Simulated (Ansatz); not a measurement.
## Fe$_{5}$Co$_{3}$: pressure against volume

Fe$_{5}$Co$_{3}$, Im-3m, a = 5.609 Å. The structure is a Materials Project entry; whether it is the stable form wasn't checked. Ansatz: PBEsol, PAW, 420 eV, Γ-centred 10×10×10 mesh on 8 atoms, Gaussian smearing 0.10 eV; collinear spin, largest moment 2.7 μB. Symmetry fixes shape and atoms, so the cell is only scaled; pressure is positive in compression.

| V (Å³/atom) | P (GPa) |
| --- | --- |
| 9.706 | ? |
| 10.037 | 25.36 |
| 10.368 | 15.67 |
| 10.699 | 7.26 |
| 11.029 | 0.00 |
| 11.360 | -6.24 |
| 11.691 | -11.52 |
| 12.132 | -17.23 |

**Question.** Take V0 = 11.029 Å³/atom, fit the third-order Birch–Murnaghan form to the other rows, and predict the missing pressure.

**Answer.** With the Eulerian strain f = ½[(V0/V)^(2/3) − 1] and y = P/[3f(1 + 2f)^(5/2)], the form is the line y = B0 + 1.5 B0 (B0′ − 4) f. Rows (f, y): 0.03242, 222.8; 0.02103, 224.1; 0.01023, 224.9; -0.00976, 223.9; -0.01906, 222.0; -0.03078, 218.7. Means f = 0.0006800, y = 222.73; Σ(Δf)² = 0.003001, ΣΔfΔy = 0.1798; the slope is their ratio. y = 222.7 + 59.91 f GPa, so B0 = 222.7 GPa and B0′ = 4 + 2 × (59.91)/(3 × 222.7) = 4.18. At V = 9.706, f = 0.04446, y = 225.36 and P = 37.19 GPa. The run gave 36.45 GPa, so the fit is 0.74 GPa too high, 1.4 % of the span of the series, against an rms of 0.11 GPa on the fitted rows. The row lies outside the fitted range. The points of y bend away from a line: a fourth-order term fitted to them gives P = 36.25 GPa at this row's volume (the line 37.19, the run 36.45).

Only parallel moments were tried here.

Cost: 8 runs of about 15 core-minutes in all, on Intel Xeon Platinum 8375C (Ice Lake) (shared hosts).